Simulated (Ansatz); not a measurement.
Here are 2 structures of OsBr2, each relaxed with r2SCAN (Ansatz 0.2.0). Simulated, non-magnetic, generated structures, which need not be known phases.

1T monolayer:
```cif
data_structure
_symmetry_space_group_name_H-M 'P 1'
_symmetry_Int_Tables_number 1
_cell_length_a 3.7935
_cell_length_b 3.7935
_cell_length_c 30.1507
_cell_angle_alpha 90.000
_cell_angle_beta 90.000
_cell_angle_gamma 120.000
_cell_volume 375.77
loop_
_atom_site_label
_atom_site_type_symbol
_atom_site_fract_x
_atom_site_fract_y
_atom_site_fract_z
_atom_site_occupancy
Os1 Os 0.00000 0.00000 0.29850 1
Br1 Br 0.33333 0.66667 0.34107 1
Br2 Br 0.66667 0.33333 0.25593 1
```
Periodic in the plane only; c spans the vacuum.

2H monolayer:
```xyz
3
Lattice="3.5442 0.0000 0.0000 -1.7721 3.0694 0.0000 0.0000 0.0000 30.6240" Properties=species:S:1:pos:R:3 pbc="T T F"
Os    0.0000    2.0463    9.0000
Br    1.7721    1.0231   10.6256
Br    1.7721    1.0231    7.3744
```
The sheet repeats along a and b alone.

Task: Which is lowest in energy with r2SCAN, and by how much?

Result: Among these cells the lowest with r2SCAN is 1T monolayer, 727 meV an atom below the next, 2H monolayer. Other structures, not computed here, could lie lower.

Task: Does the order change among the functionals that relaxed these cells?

Result: Not for the lowest cell. PBE agrees on the lowest cell. PBE: 1T monolayer 0, 2H monolayer 647 meV an atom.

Task: What gaps does r2SCAN give on these cells?

Result: 1T monolayer: 1.65 d (Γ–M (0.46)); 2H monolayer: none (overlap 0.82) (eV; d direct, i indirect).

Spin-orbit coupling is left out, which matters wherever the heavy atoms make up the band edges.

Overlapping bands make a metal at that level, for which these meshes are coarse; small forces, stresses and energy differences are uncertain.

Where an edge lies off the special points, it is a point of the mesh or the k point where a search put PBE's edge or least direct gap, reused for the other functionals, whose own edges may lie a little apart.
